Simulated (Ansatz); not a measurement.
CdO (rock salt)

```
CELL_PARAMETERS angstrom
      0.00000     2.38379     2.38379
      2.38379     0.00000     2.38379
      2.38379     2.38379     0.00000
ATOMIC_POSITIONS crystal
  O  0.00000 0.00000 0.00000
  Cd 0.50000 0.50000 0.50000
```

The slice is a {100} plane (indices of the conventional cell) through the point (0.500, 0.500, 0.500) (fractional), spanned by u = [100] and v = [0 1 -1] in vectors of this cell: u (3.37 Å) and v (3.37 Å, at 90° to u). It covers one period; positions are fractions (u, v).

Method: PBE (plane waves to 420 eV, PAW, scalar-relativistic; Ansatz, an electronic-structure program). k mesh 12×12×12. Inside the PAW spheres the values are not all-electron values, and peaks at nuclei hang on which shells count as valence. CdO was relaxed with its symmetry unable to fall.

What is the ELF at the density minimum of the shortest O–Cd line in this plane (2.38 Å)?

0.1.

What is the valence density on the shortest O–Cd line in this plane (2.38 Å), at its minimum between the atoms?

0.32 e/Å³.

Sketch the electron localisation function (ELF) on this plane as a map.


```
|xxxxx65432100000000000123456xxxx|
|xxxxx65432100000000000123456xxxx|
|xxxx6554311000000000001134556xxx|
|xxx665432100001111100001234566xx|
|66655432100001222221000012345566|
|55554321000012344432100001234555|
|44443211000234666664320001123444|
|33332100012357888887532100012333|
|22211000024678999998764200001122|
|11110000246899999999986420000111|
|00000002368999999999998632000000|
|00000013579999xxxxx9999753100000|
|0000012478999xxxxxxx999874210000|
|000012368999xxxxxxxxx99986321000|
|000012468999xxxxxxxxx99986421000|
|000012468999xxxxxxxxx99986421000|
|000012468999xxxxxxxxx99986421000|
|000012368999xxxxxxxxx99986321000|
|0000012478999xxxxxxx999874210000|
|00000013579999xxxxx9999753100000|
|00000002368999999999998632000000|
|11110000246899999999986420000111|
|22211000024678999998764200001122|
|33332100012357888887532100012333|
|44443211000234666664320001123444|
|55554321000012344432100001234555|
|66655432100001222221000012345566|
|xxx665432100001111100001234566xx|
|xxxx6554311000000000001134556xxx|
|xxxxx65432100000000000123456xxxx|
|xxxxx65432100000000000123456xxxx|
|xxxxx65432100000000000123456xxxx|
```
Scale: ten equal steps from 0.06 (start of '0') to 0.82 (end of '9'), in the order '0123456789'. Values: electron localisation function (ELF). The map has 32 points along u (one character each, u = 0 at the left) and 32 along v (v = 0 in the bottom row). Points within 0.5 Å of a nucleus are blanked (x), as the pseudised field means little there.
